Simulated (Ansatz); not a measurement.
**Na3SeBr: input and output**

The input, for Ansatz 0.2.0 (plane waves, PAW):

```yaml
crystal:
  lattice:
    - [4.810849, 0.0, 0.0]
    - [0.0, 4.810849, 0.0]
    - [0.0, 0.0, 4.810849]
  atoms:
    - { symbol: Na, position: [0.5, 0.0, 0.5] }
    - { symbol: Na, position: [0.0, 0.5, 0.5] }
    - { symbol: Na, position: [0.5, 0.5, 0.0] }
    - { symbol: Se, position: [0.5, 0.5, 0.5] }
    - { symbol: Br, position: [0.0, 0.0, 0.0] }
  symmetry: { tolerance: 0.0003 }
kpoints:
  mp_grid: { grid: [5, 5, 5], shift: [0, 0, 0] }
  band_path:
    path:
      - [0.0, 0.0, 0.0]
      - [0.0, 0.5, 0.0]
      - [0.5, 0.5, 0.0]
      - [0.0, 0.0, 0.0]
      - [0.5, 0.5, 0.5]
      - [0.0, 0.5, 0.0]
      - [0.5, 0.5, 0.5]
      - [0.5, 0.5, 0.0]
    npoints: 8
magnetization:
  spin_polarized: false
scf:
  occupations: { method: fermi_dirac }
  lower_state_search: "off"
  max_iter: 200
hamiltonian:
  pseudopotentials: { kind: paw }
  xc: pbe
basis:
  ecutwfc: 420
  fft_grid_basis: typed
output:
  forces: true
  stress: true
  eigenvalues: true
  bader: true
  populations: true
  elf: true
  write_potential: true
  volumetric_format: npy
  dos:
    e_range: [-12, 8]
    de: 0.05
    projected: { site_lists: { Br: [Br], Na: [Na], Se: [Se] } }
checkpoint:
  read: saved_state
```

The run starts from an earlier solution of this cell. 

Parts of the output:

```
SCF iter   1: F=—  Δρ=4.64e-4  dr2=5.33e-4
SCF iter   2: F=—  Δρ=2.24e-4  dr2=7.40e-5
SCF iter   3: F=—  Δρ=1.02e-4  dr2=9.24e-6
SCF iter   4: F=—  Δρ=3.69e-5  dr2=1.36e-6
SCF iter   5: F=-12715.5327 eV  Δρ=6.73e-6  dr2=3.85e-8
Free energy (F): -12715.5327 eV
Harris-Foulkes:  -12715.5327 eV  (|F-HF|=3.82e-8)
Internal energy: -12715.5327 eV  (E = F + TS)
E sigma→0 (E₀):  -12715.5327 eV
Entropy (-TS):    0.0000 eV (-0.000 meV/atom)
Fermi energy:    5.4572 eV
--- Per-component energies (eV) ---
  E_band       = -1017.4738
  E_kinetic    = 626.7782
  E_local      = -7307.1217  (includes V_loc(G=0)·N_el)
  E_nonlocal   = -180.2159
  E_hartree    = 3055.0104
  E_xc         = -492.1542
  E_vxc        = -360.6246  (∫ρ·V_xc dr)
  E_paw        = -4944.7790  (= ΣΔE_a)
  E_vpaw       = 93.6894  (= ΣTr[D̂ρ^β])
  E_aug_tail   = -0.0007  (compensation charges beyond the density's cutoff)
  E_ewald      = -3473.0497
  E_smearing   =  0.0000  (= −TS)
--- Stress (GPa, compression-positive) ---
       14.0761       0.0000       0.0000
        0.0000      14.0761       0.0000
        0.0000       0.0000      14.0761
  P = ⅓ Tr σ = 14.0761 GPa (140.761 kbar)
--- Bader charges: 5 sites ---
  site symbol  charge [e]  shift [e]
     0     Na      0.7949     0.0004
     1     Na      0.7949     0.0004
     2     Na      0.7949     0.0004
     3     Se     -1.4614     0.0012
     4     Br     -0.9234     0.0000
```

Origin: a known structure type with other elements, at an estimated volume, so it need not be a known compound.
